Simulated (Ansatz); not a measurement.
Q: GaRh₃C (anti-perovskite, space group No. 221) is relaxed with PBE in the plane-wave PAW code Ansatz. What lattice parameters of the conventional cell result?

A: a = 4.041 Å.

Q: Is it a metal or does it have a gap at this level?

A: No gap at this level.

Space group Pm-3m (anti-perovskite). The start of the workflow was typed in or built on a structure type; neither database checked (COD, Materials Project) lists it. Whether it is the stable phase at ambient conditions was not checked. The cell was relaxed with PBE under the symmetry of its start; whether a distortion lowers the energy is not shown. No spin polarisation was allowed. Scalar-relativistic: spin–orbit coupling is off unless named, which matters more the heavier the elements.

Potentials: the earlier of the program's two PAW sets.
